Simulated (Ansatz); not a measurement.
TiSi (CsCl type, space group No. 221) under volume change, the program Ansatz at the PBE level (PAW), scaled uniformly.

| V (Å³/atom) | E − E(relaxed) (meV/atom) | P (GPa) |
|---|---|---|
| 13.730 | … | … |
| 14.182 | 23.3 | 8.74 |
| 14.635 | 5.5 | 3.99 |
| 15.088 | 0.0 | 0.00 |
| 15.540 | 5.1 | -3.52 |
| 15.993 | 19.4 | -6.57 |
| 16.445 | … | … |

What belongs in the gaps?


- 13.730, E − E(relaxed) (meV/atom): 55.7
- 13.730, P (GPa): 14.38
- 16.445, E − E(relaxed) (meV/atom): 41.8
- 16.445, P (GPa): -9.19

What does a third-order Birch–Murnaghan fit give for V₀, B₀ and B′?

V₀ = 15.08 Å³/atom, B₀ = 126 GPa, B′ = 4.1.

Space group Pm-3m (CsCl type). The cell is a constructed one: a structure type filled with these elements; neither database checked (COD, Materials Project) lists it. COD files the formula under space group No. 25, so this cell is another polymorph or a model. Its standing as an ambient phase is unchecked. The cell was relaxed with PBE under the symmetry of its start; its stability against distortions is not shown here. No spin polarisation was allowed.

Potentials: the earlier of the program's two PAW sets.
